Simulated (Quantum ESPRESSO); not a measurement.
# Moving one atom in MgAl3ON3

These are calculations, not measurements. They come from pw.x of Quantum ESPRESSO 7.5, a plane-wave density functional program, with PseudoDojo standard norm-conserving files (v0.5 for PBE, v0.4.1 for LDA and PBEsol). The cells are made up: elements, strain and atom displacements were drawn at random, and nothing was relaxed. There is no spin polarisation, spin-orbit coupling or dispersion term.

The cell has 8 sites of a rocksalt lattice. Sites 1 to 4 hold Mg Al Al Al; sites 5 to 8 hold O N N N. Cell vectors in Å: (4.003, -0.009, 0.035); (-0.009, 4.105, -0.028); (0.035, -0.028, 4.080). Settings: PBE, cutoff 1143 eV, 4 x 4 x 4 k mesh shifted by half a step, Fermi-Dirac smearing of 0.025 eV.

Each run shifts the Al atom on site 4 along y and leaves all else fixed. Site 5 is one of its nearest neighbours. E is the free energy of the cell above the lowest run shown. The last column is band 21 less band 20 at Gamma, from a band step after each run.

```
run  shift (Å)  Fy on site 4 (eV/Å)  Fy on site 5 (eV/Å)  P (GPa)  E (meV)  level step at Gamma (eV)
  1    -0.0884                1.504                1.491    14.27    132.6                     2.841
  3    -0.0173                0.896                1.402    14.13     47.7                     2.869
  4     0.0184                0.601                1.350    14.21     20.9                     2.883
  5     0.0398                0.421                1.324    14.30     10.0                     2.892
  6     0.0712                0.142                1.299    14.49      1.1                     2.905
  7     0.0845                0.018                1.295    14.59      0.0                     2.910
  2    -0.0770                    ?                    ?        ?        ?                         ?
```

A rerun of one of these cells at 1437 eV and k mesh 6 x 6 x 6 moved values by no more than 0.004 eV in the cell's energy, 0.02 GPa in stress and 0.006 eV/Å in force.

## Worked fit

A parabola through the six runs shown gives Fy on site 4 = 0.757 - 8.56 u - 1.5 u² eV/Å, with u in Å and a scatter of 0.008 eV/Å. Minus the slope, 8.56 ± 0.33 eV/Å², is this atom's force constant along y at u = 0, with its periodic images moving too. The fitted force does not vanish within the range. The error is the larger of the fit's own and the change that a cubic makes, rounded up.

## Withheld run

Question: what Fy on site 4 should run 2 give?

The fit gives 1.407 eV/Å. The calculation gave 1.401 eV/Å.

| run | shift (Å) | Fy on site 4 (eV/Å) | Fy on site 5 (eV/Å) | P (GPa) | E (meV) | level step at Gamma (eV) |
| --- | --- | --- | --- | --- | --- | --- |
| 2 | -0.0770 | 1.401 | 1.481 | 14.22 | 116.0 | 2.845 |